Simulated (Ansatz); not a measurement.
TaSeS:
Space group P3m1 (No. 156); a = 3.430 Å, b = 3.430 Å, c = 6.189 Å, α = 90.00°, β = 90.00°, γ = 120.00°

```json
[
 {"atom": "Ta", "site": "1a", "symmetry": "3m.", "x": "0.0000", "y": "0.0000", "z": "0.0105"},
 {"atom": "Se", "site": "1c", "symmetry": "3m.", "x": "0.6667", "y": "0.3333", "z": "0.7405"},
 {"atom": "S", "site": "1b", "symmetry": "3m.", "x": "0.3333", "y": "0.6667", "z": "0.2489"}
]
```

Relaxed at zero pressure with DFT-r²SCAN+D4 in the program Ansatz with PAW potentials.

Q: The volume is lowered by 9 % and shape and atoms relax at that volume. What pressure results, and how do the axes share the change?

A: 4.8 GPa; a -1.7 %, b -1.7 %, c -5.8 %; the energy rises by 24 meV/atom.

Q: Give the new structure.

A: 
Space group P3m1 (No. 156); a = b = 3.372 Å, c = 5.829 Å, α = β = 90.00°, γ = 120.00°

```json
[
 {"atom": "Ta", "site": "1a", "symmetry": "3m.", "x": "0.0000", "y": "0.0000", "z": "0.0107"},
 {"atom": "Se", "site": "1c", "symmetry": "3m.", "x": "0.6667", "y": "0.3333", "z": "0.7230"},
 {"atom": "S", "site": "1b", "symmetry": "3m.", "x": "0.3333", "y": "0.6667", "z": "0.2663"}
]
```

The phase is kept; no other phase was compared at this pressure.

The workflow started from a Materials Project entry (that database holds measured and hypothetical structures alike); the Crystallography Open Database copy checked does not list it. With Se and S taken as one species the cell has the higher symmetry P-3m1, so it may be an ordered model of a mixed-site phase. Its standing as an ambient phase is unchecked. The cell was relaxed with r²SCAN+D4 under the symmetry of its start; its stability against distortions is not shown here. No spin polarisation was allowed. Scalar-relativistic: spin–orbit coupling is off unless named, which matters more the heavier the elements.

Potentials: the later of the program's two PAW sets.
